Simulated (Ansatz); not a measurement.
SiO2 (space group P6_222)

```xyz
9
Lattice="5.0800 0.0000 0.0000 -2.5400 4.3994 0.0000 0.0000 0.0000 5.5589" Properties=species:S:1:pos:R:3 pbc="T T T"
Si    -1.2700     2.1997     3.7059
Si     2.5400     0.0000     0.0000
Si     1.2700     2.1997     1.8530
O      2.5400     2.5715     2.7794
O     -0.9570     3.4855     4.6324
O      1.5830     0.9140     0.9265
O      0.0000     1.8279     2.7794
O      3.4970     0.9140     4.6324
O      0.9570     3.4855     0.9265
```

The volume is varied about the relaxed value V₀ at fixed cell shape. The atoms relax within the cell's symmetry.

Method: PBEsol (plane waves to 420 eV, PAW, scalar-relativistic; Ansatz, an electronic-structure program). k mesh 8×8×6 (Γ-centred), Fermi-Dirac smearing 0.05 eV. Compression counts positive. SiO2 was relaxed with its symmetry unable to fall.

At one point of the scan the stress tensor (GPa) is:

```
  -7.16     0.00     0.00
   0.00    -7.16     0.00
   0.00     0.00    -7.57
```

Task: Which point is it?
(A) V/V₀ = 1.045
(B) V/V₀ = 1.015
(C) V/V₀ = 1.060
(D) V/V₀ = 1.030

Result: C, V/V₀ = 1.060

(A scan under strain: stresses follow from slopes of the energy per volume, elastic moduli from its curvatures.)
